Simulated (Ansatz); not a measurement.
CaClF (space group P4/nmm)

```yaml
crystal:
  lattice:
    - [3.86667, 0.00000, 0.00000]
    - [0.00000, 3.86667, 0.00000]
    - [0.00000, 0.00000, 6.87431]
  atoms:
    - { symbol: Ca, position: [0.00000, 0.50000, 0.80682] }
    - { symbol: Ca, position: [0.50000, 0.00000, 0.19318] }
    - { symbol: Cl, position: [0.50000, 0.00000, 0.64659] }
    - { symbol: Cl, position: [0.00000, 0.50000, 0.35341] }
    - { symbol: F, position: [0.50000, 0.50000, 0.00000] }
    - { symbol: F, position: [0.00000, 0.00000, 0.00000] }
```

The slice is a (0 -1 1) plane (indices of the conventional cell) through the point (0.500, 0.500, 0.000) (fractional), spanned by u = [100] and v = [011] in vectors of this cell: u (3.87 Å) and v (7.89 Å, at 90° to u). It covers one period; positions are fractions (u, v).

Level of theory: r2SCAN (plane waves to 500 eV, PAW, scalar-relativistic; Ansatz, a program for electronic structure). k mesh 9×9×5. Near the nuclei the fields are pseudised (PAW); where an atom keeps semicore shells as valence, they peak there. CaClF was relaxed with its symmetry unable to fall.

Task: Sketch the electrostatic potential energy of an electron, from the cell's mean on this plane as a map.

Result: 
| v \ u | 0.00 | 0.12 | 0.25 | 0.38 | 0.50 | 0.62 | 0.75 | 0.88 |
|---|---|---|---|---|---|---|---|---|
| 0.94 | x | x | 3.3 | <0.0 | x | <0.0 | 3.3 | x |
| 0.84 | 7.1 | 5.6 | <0.0 | x | x | x | <0.0 | 5.6 |
| 0.75 | 5.4 | 5.4 | 3.6 | <0.0 | <0.0 | <0.0 | 3.6 | 5.4 |
| 0.66 | x | x | 4.3 | 6.1 | 5.8 | 6.1 | 4.3 | x |
| 0.56 | x | x | 5.3 | 8.1 | 8.2 | 8.1 | 5.3 | x |
| 0.47 | 5.4 | 6.4 | 7.7 | 8.3 | 8.5 | 8.3 | 7.7 | 6.4 |
| 0.38 | 2.4 | 3.6 | 5.7 | 7.0 | 7.4 | 7.0 | 5.7 | 3.6 |
| 0.28 | <0.0 | <0.0 | 3.5 | 5.3 | 5.2 | 5.3 | 3.5 | <0.0 |
| 0.19 | 0.6 | 2.2 | 5.0 | 6.6 | 6.9 | 6.6 | 5.0 | 2.2 |
| 0.09 | x | x | 7.3 | 7.4 | 7.3 | 7.4 | 7.3 | x |
| 0.00 | x | x | x | 3.9 | 2.5 | 3.9 | x | x |

Values: electrostatic potential energy of an electron, from the cell's mean, in eV. Points within 1 Å of a nucleus are blanked (x), as the pseudised field means little there. Values under 0 eV are set to 0. The zero, the cell's mean, hangs on the PAW cores.
